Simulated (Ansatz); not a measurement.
With r²SCAN (plane waves, PAW; program Ansatz), TaSi2 in the hexagonal phase (P6_222; Ta on 3d, Si on 6j) relaxes to a = 4.780 Å, c = 6.554 Å. Against the elements it lies at -0.46 eV/atom, with no fitted shifts.

Electronic character: metallic (no gap).

Symmetry was held in the r²SCAN relaxation. The run is not spin-polarised. The references are the lowest solids computed at this level, not always the standard phases. Spin–orbit coupling is left out wherever it is not named.

Potentials: the later of the program's two PAW sets.
